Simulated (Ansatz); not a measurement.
The calculation used Ansatz 0.2.0, DFT PBE, scalar-relativistic, plane waves, PAW. Settings: cutoff 420 eV, Γ-centred meshes spaced at most about 0.3 Å⁻¹ (2π included), Gaussian smearing. No spin polarisation in the final relaxations.

All energies are static (0 K, no zero-point motion).

Two forms of Zn3Se2S were relaxed alike.

A. Space group P3m1 (No. 156), trigonal, a = 3.986 Å, c = 9.766 Å. Zn on its first site has 1 S at 2.36 Å and 3 Se at 2.46 Å; Zn on its second site has 4 Se at 2.46–2.47 Å; Zn on its third site is surrounded by 3 S at 2.41 Å and 1 Se at 2.48 Å; around Se on its first site lie 4 Zn at 2.46–2.47 Å; S has 4 Zn at 2.36–2.41 Å; 1 more site not described.

B. Space group Cmc2_1 (No. 36), orthorhombic, a = 11.943 Å, b = 6.890 Å, c = 6.527 Å. Zn on a site of symmetry 1 has 1 S at 2.36 Å and 3 Se at 2.48 Å; Zn on a site of symmetry m is surrounded by 2 S at 2.37 Å and 2 Se at 2.48 Å; Se has 4 Zn at 2.48 Å; S is surrounded by 4 Zn at 2.36–2.37 Å.

Question: Which would you expect to be lower, and how large is the difference?

Answer: They are level within the accuracy (3 meV/atom apart, with B the lower in these runs). A has Se and S ordered on zinc blende sites, space group P3m1 (No. 156), 22.4 Å³/atom and a gap of 1.26 eV on its mesh; B has Se and S ordered on wurtzite sites, space group Cmc2_1 (No. 36), 22.4 Å³/atom and a gap of 1.47 eV. Both come from invented guesses.

Kohn–Sham gaps at this level usually fall short of measured ones. With atoms moved at random, Cmc2_1 came back. Other cells relaxed within their symmetry can be saddle points.
